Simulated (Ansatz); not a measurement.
Given:

As:
```cif
data_As6
_chemical_formula_sum 'As6'
_space_group_name_H-M_alt 'R-3m :H'
_space_group_IT_number 166
_space_group_name_Hall '-R 3 2"'
_cell_length_a 3.78192
_cell_length_b 3.78192
_cell_length_c 10.10181
_cell_angle_alpha 90.000
_cell_angle_beta 90.000
_cell_angle_gamma 120.000
loop_
_atom_site_label
_atom_site_type_symbol
_atom_site_symmetry_multiplicity
_atom_site_Wyckoff_symbol
_atom_site_fract_x
_atom_site_fract_y
_atom_site_fract_z
_atom_site_occupancy
As1 As 6 c 0.00000 0.00000 0.23018 1
```
(The calculation used a cell of 2 atoms; values per cell refer to that cell.)

This is the PBEsol-relaxed structure.

Task: All from DFT-PBEsol in the program Ansatz with PAW potentials, unless another level is named. Predict the electronic character.

Result: metallic (no gap).

Task: Predict the density of states at the Fermi level.

Result: 0.06 states/eV per atom (mean over ±0.08 eV).

The PBEsol relaxation kept the symmetry of its start. Scalar-relativistic: spin–orbit coupling is off unless named, which matters more the heavier the elements.

Potentials: the later of the program's two PAW sets.
